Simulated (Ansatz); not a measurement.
BaTaO3:
```cif
data_BaO3Ta
_chemical_formula_sum 'Ba1 Ta1 O3'
_space_group_name_H-M_alt 'P 1'
_space_group_IT_number 1
_cell_length_a 4.03784
_cell_length_b 4.03784
_cell_length_c 4.03784
_cell_angle_alpha 90.000
_cell_angle_beta 90.000
_cell_angle_gamma 90.000
loop_
_space_group_symop_operation_xyz
  'x, y, z'
loop_
_atom_site_label
_atom_site_type_symbol
_atom_site_fract_x
_atom_site_fract_y
_atom_site_fract_z
_atom_site_occupancy
Ba1 Ba 0.00000 0.00000 0.00000 1
Ta1 Ta 0.50000 0.50000 0.50000 1
O1 O 0.00000 0.50000 0.50000 1
O2 O 0.50000 0.00000 0.50000 1
O3 O 0.50000 0.50000 0.00000 1
```

Relaxed with LDA.

Which orbitals make up the states near the Fermi level in the program Ansatz at the LDA level (PAW)?

Within 0.5 eV of the Fermi level: Ta 5d 78 %, O 2p 14 %, outside the projected shells 7 %. Projections are on Löwdin-orthogonalised atomic valence shells; empty p or d shells of many metals are not among them.

Tabulate the density of states.

States/eV per cell of 5 atoms, in 0.25 eV bins, energy from the Fermi level.

| E (eV) | total | O 2p | Ta 5d | Ba 6s |
|---|---|---|---|---|
| -7.85 | 2.40 | 1.66 | 0.53 | 0.04 |
| -7.60 | 3.01 | 2.09 | 0.64 | 0.06 |
| -7.35 | 2.77 | 2.00 | 0.51 | 0.04 |
| -7.10 | 2.34 | 1.72 | 0.38 | 0.04 |
| -6.85 | 4.71 | 3.49 | 0.85 | 0.03 |
| -6.60 | 9.25 | 6.74 | 1.61 | 0.02 |
| -6.35 | 5.05 | 4.04 | 0.61 | 0.01 |
| -6.10 | 3.06 | 2.50 | 0.32 | 0.00 |
| -5.85 | 1.99 | 1.70 | 0.15 | 0.01 |
| -5.60 | 3.28 | 2.91 | 0.11 | 0.05 |
| -5.35 | 2.67 | 2.43 | 0.06 | 0.03 |
| -5.10 | 7.03 | 6.48 | 0.16 | 0.03 |
| -4.85 | 6.57 | 6.09 | 0.13 | 0.03 |
| -4.60 | 5.13 | 4.82 | 0.07 | 0.02 |
| -4.35 | 2.94 | 2.84 | 0.01 | 0.00 |
| -4.10 | 0.81 | 0.80 | 0.00 | 0.00 |
| -3.85 | 0.00 | 0.00 | 0.00 | 0.00 |
| -3.60 | 0.00 | 0.00 | 0.00 | 0.00 |
| -3.35 | 0.00 | 0.00 | 0.00 | 0.00 |
| -3.10 | 0.00 | 0.00 | 0.00 | 0.00 |
| -2.85 | 0.00 | 0.00 | 0.00 | 0.00 |
| -2.60 | 0.00 | 0.00 | 0.00 | 0.00 |
| -2.35 | 0.00 | 0.00 | 0.00 | 0.00 |
| -2.10 | 0.00 | 0.00 | 0.00 | 0.00 |
| -1.85 | 0.00 | 0.00 | 0.00 | 0.00 |
| -1.60 | 0.00 | 0.00 | 0.00 | 0.00 |
| -1.35 | 0.02 | 0.00 | 0.02 | 0.00 |
| -1.10 | 0.35 | 0.01 | 0.32 | 0.00 |
| -0.85 | 0.71 | 0.03 | 0.64 | 0.00 |
| -0.60 | 0.84 | 0.07 | 0.72 | 0.00 |
| -0.35 | 0.90 | 0.10 | 0.75 | 0.00 |
| -0.10 | 1.05 | 0.14 | 0.84 | 0.00 |
| 0.15 | 1.14 | 0.17 | 0.87 | 0.00 |
| 0.40 | 1.31 | 0.22 | 0.97 | 0.00 |
| 0.65 | 1.47 | 0.26 | 1.05 | 0.01 |
| 0.90 | 1.69 | 0.32 | 1.17 | 0.01 |
| 1.15 | 2.13 | 0.41 | 1.38 | 0.02 |
| 1.40 | 2.88 | 0.58 | 1.79 | 0.03 |
| 1.65 | 4.19 | 0.89 | 2.56 | 0.06 |
| 1.90 | 2.65 | 0.49 | 1.36 | 0.08 |
| 2.15 | 2.10 | 0.35 | 0.90 | 0.07 |
| 2.40 | 1.75 | 0.24 | 0.60 | 0.05 |
| 2.65 | 1.40 | 0.15 | 0.35 | 0.04 |
| 2.90 | 1.07 | 0.08 | 0.12 | 0.05 |
| 3.15 | 1.82 | 0.15 | 0.23 | 0.10 |
| 3.40 | 2.50 | 0.18 | 0.33 | 0.17 |
| 3.65 | 3.29 | 0.23 | 0.50 | 0.27 |
| 3.90 | 4.72 | 0.25 | 1.03 | 0.47 |
| 4.15 | 4.61 | 0.29 | 1.02 | 0.37 |
| 4.40 | 3.40 | 0.21 | 0.57 | 0.22 |
| 4.65 | 3.05 | 0.14 | 0.46 | 0.13 |

Space group Pm-3m (cubic perovskite). The workflow started from a Materials Project entry (that database holds measured and hypothetical structures alike); the Crystallography Open Database copy checked does not list it. Its standing as an ambient phase is unchecked. Symmetry was held in the LDA relaxation; of distortions, only those at the zone centre were tested. The run is not spin-polarised. With an odd number of electrons in the cell and no spin polarisation, the count alone makes it a metal. Scalar-relativistic: spin–orbit coupling is off unless named, which matters more the heavier the elements.

Potentials: the later of the program's two PAW sets.
